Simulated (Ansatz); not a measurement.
Q: Each is relaxed and computed with DFT-r²SCAN in the program Ansatz with PAW potentials. Which is the only one with a gap?
A) Ba2YOsO6, I4/mmm (Pearson symbol tI20)
B) YCu2Ge2, I4/mmm (Y on 2a, Cu on 4d, Ge on 4e)
C) EuP2Os2, I4/mmm (Eu on 2a, P on 4e, Os on 4d)
D) YCo2Si2, I4/mmm (Y on 2a, Co on 4d, Si on 4e)

A: A, Ba2YOsO6, I4/mmm (Pearson symbol tI20). Ba2YOsO6: gap 0.72 eV (indirect); EuP2Os2: metal; YCo2Si2: metal; YCu2Ge2: metal. The 4f shell is in the valence, and the state reached may lie above the lowest one. Spin orders computed, not proven ground states: Ba2YOsO6, I4/mmm (Pearson symbol tI20) antiferromagnetic; EuP2Os2, I4/mmm (Eu on 2a, P on 4e, Os on 4d) ferromagnetic. Standing as an ambient phase not checked: Ba2YOsO6, I4/mmm (Pearson symbol tI20); EuP2Os2, I4/mmm (Eu on 2a, P on 4e, Os on 4d); YCo2Si2, I4/mmm (Y on 2a, Co on 4d, Si on 4e); YCu2Ge2, I4/mmm (Y on 2a, Cu on 4d, Ge on 4e). All cells were relaxed under the symmetry of their starts (and spin orders); stability against distortions was not tested throughout. Cells of antiferromagnets are given as chemical subcells. Rows with no word on spin ran without spin polarisation. No Hubbard U is applied. Spin–orbit coupling is left out wherever it is not named.

Potentials: the later of the program's two PAW sets.
